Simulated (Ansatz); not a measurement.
ScAl (Pm-3m): elasticity against pressure

```
Sc Al
1.0
     3.34642    0.00000    0.00000
     0.00000    3.34642    0.00000
     0.00000    0.00000    3.34642
Sc Al
1 1
Cartesian
  1.6732 1.6732 1.6732
  0.0000 0.0000 0.0000
```

This is the zero-pressure cell. At each pressure cell and atoms are relaxed in this structure, and the constants are slopes of the stress at strains of ±0.005 with relaxed ions (the coefficients that govern stability under load). Level: PBEsol, PAW on Ansatz 0.2.0's default frozen-core files (fitted under PBE), scalar-relativistic; k mesh 14×14×14, strains of ±0.005, Fermi-Dirac smearing of 0.100 eV, cutoff 420 eV. P is the pressure of the relaxed cell, less that of this one.

```csv
P (GPa),V/V₀,C11 (GPa),C12 (GPa),C44 (GPa)
0.00,1.0000,96.5,72.6,94.5
1.03,0.9876,101.5,76.3,98.0
2.04,0.9762,106.5,80.0,101.3
4.02,0.9556,116.0,87.0,107.6
7.03,0.9278,129.9,97.0,116.4
10.05,?,?,?,?
15.01,0.8689,164.3,121.9,137.2
```

Task: Does the bulk modulus from the constants agree with the pressure-volume curve?

Result: A third-order Birch-Murnaghan fit to the volumes shown (F against f, f = [(V₀/V)^(2/3) − 1]/2) gives B₀ = 80.6 GPa and B′ = 4.0. Its −V dP/dV stands beside (C11 + 2C12)/3:

```csv
P (GPa),from P(V),from the constants
0.00,80.6,80.5
1.03,84.7,84.7
2.04,88.7,88.8
4.02,96.4,96.6
7.03,107.8,108.0
15.01,137.1,136.1
```

Task: What are the pressure derivatives at zero pressure?

Result: Slopes at V₀ of quadratic fits in −ln(V/V₀) through the first four rows shown, divided by B₀: dC11/dP = 4.9, dC12/dP = 3.7, dC44/dP = 3.5. The mean slopes up to 2.0 GPa are 4.9, 3.6, 3.4; curvature and scatter of the constants part the two. The combination (dC11/dP + 2 dC12/dP)/3 = 4.1 stands against B′.

Task: Fill the row at 10.05 GPa.

Result: Cubic fits in −ln(V/V₀) through all rows shown give C11 = 143.3, C12 = 106.8, C44 = 124.7 GPa. Computed: V/V₀ = 0.9035, C11 (GPa) = 143.3, C12 (GPa) = 106.7, C44 (GPa) = 124.7.

Task: Does a shear stiffness soften?

Result: C44 goes from 94.5 to 137.2 GPa; (C11 − C12)/2 goes from 12.0 to 21.2 GPa. Neither ends more than 3 % under its start, and the lattice stays mechanically stable over this range.

Known limits: the structure is a database entry and needn't be the stable phase; no other phase was computed; many crystals of this kind change structure within this range, and rows or crossings beyond such a change describe a metastable lattice; frozen-core PAW files fitted under PBE, their cores solved anew for the functional of the run; responses of metals move with mesh and smearing; the softest shear constant rests on one k mesh, and a soft shear can herald a distortion on cooling; phonons weren't checked at these pressures.
